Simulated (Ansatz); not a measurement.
ZnS:
```cif
data_S2Zn2
_chemical_formula_sum 'Zn2 S2'
_space_group_name_H-M_alt 'P63mc'
_space_group_IT_number 186
_space_group_name_Hall 'P 6c -2c'
_cell_length_a 3.84516
_cell_length_b 3.84516
_cell_length_c 6.30554
_cell_angle_alpha 90.000
_cell_angle_beta 90.000
_cell_angle_gamma 120.000
loop_
_atom_site_label
_atom_site_type_symbol
_atom_site_symmetry_multiplicity
_atom_site_Wyckoff_symbol
_atom_site_fract_x
_atom_site_fract_y
_atom_site_fract_z
_atom_site_occupancy
Zn1 Zn 2 b 0.33333 0.66667 0.49986 1
S1 S 2 b 0.33333 0.66667 0.12534 1
```

Relaxed with PBE.

**Question.** Which orbitals make up the states near the band edges in DFT-PBE in the program Ansatz with PAW potentials?

**Answer.** Top 1 eV of the valence band: S 3p 88 %, Zn 3d 8 %. Bottom 1 eV of the conduction band: Zn 4s 57 %, S 3s 26 %, S 3p 15 %. Projections are on Löwdin-orthogonalised atomic valence shells; empty p or d shells of many metals are not among them.

**Question.** Tabulate the density of states.

**Answer.** States/eV per cell of 4 atoms, in 0.25 eV bins, energy from the valence-band maximum.

```tsv
E (eV)	total	Zn 3d	S 3p	Zn 4s
-7.85	0.00	0.00	0.00	0.00
-7.60	0.00	0.00	0.00	0.00
-7.35	0.00	0.00	0.00	0.00
-7.10	0.00	0.00	0.00	0.00
-6.85	0.00	0.00	0.00	0.00
-6.60	0.00	0.00	0.00	0.00
-6.35	4.46	3.77	0.58	0.11
-6.10	34.24	30.62	3.21	0.35
-5.85	29.95	29.05	0.68	0.16
-5.60	10.70	10.07	0.21	0.17
-5.35	0.66	0.61	0.01	0.01
-5.10	0.04	0.00	0.03	0.01
-4.85	0.81	0.13	0.47	0.19
-4.60	4.19	0.59	2.37	1.12
-4.35	2.39	0.43	1.30	0.54
-4.10	2.13	0.39	1.16	0.43
-3.85	1.59	0.29	0.88	0.28
-3.60	1.23	0.21	0.72	0.17
-3.35	1.30	0.19	0.87	0.13
-3.10	1.83	0.18	1.43	0.11
-2.85	1.83	0.19	1.43	0.10
-2.60	2.28	0.21	1.83	0.10
-2.35	2.75	0.24	2.27	0.09
-2.10	3.00	0.23	2.54	0.07
-1.85	3.21	0.26	2.74	0.06
-1.60	4.00	0.31	3.45	0.05
-1.35	5.05	0.39	4.41	0.04
-1.10	4.05	0.32	3.54	0.02
-0.85	2.94	0.24	2.58	0.01
-0.60	1.86	0.16	1.63	0.01
-0.35	1.15	0.10	1.02	0.00
-0.10	0.39	0.04	0.34	0.00
0.15	0.00	0.00	0.00	0.00
0.40	0.00	0.00	0.00	0.00
0.65	0.00	0.00	0.00	0.00
0.90	0.00	0.00	0.00	0.00
1.15	0.00	0.00	0.00	0.00
1.40	0.00	0.00	0.00	0.00
1.65	0.00	0.00	0.00	0.00
1.90	0.00	0.00	0.00	0.00
2.15	0.00	0.00	0.00	0.00
2.40	0.02	0.00	0.00	0.01
2.65	0.06	0.00	0.01	0.03
2.90	0.09	0.00	0.01	0.05
3.15	0.16	0.00	0.03	0.09
3.40	0.58	0.00	0.10	0.27
3.65	1.64	0.00	0.27	0.66
3.90	2.75	0.01	0.48	1.06
4.15	3.38	0.01	0.64	1.32
4.40	3.10	0.01	0.61	1.16
4.65	2.37	0.01	0.47	0.79
4.90	1.29	0.00	0.29	0.45
5.15	0.71	0.00	0.12	0.19
5.40	1.84	0.00	0.25	0.36
5.65	4.80	0.01	0.44	0.57
5.90	2.92	0.01	0.27	0.37
6.15	2.76	0.01	0.24	0.34
6.40	1.87	0.00	0.11	0.13
6.65	1.60	0.00	0.07	0.09
6.90	3.31	0.00	0.12	0.11
```

Space group P6_3mc (wurtzite). Symmetry was held in the PBE relaxation; phonons on a q-mesh show no instability.

Potentials: the later of the program's two PAW sets.
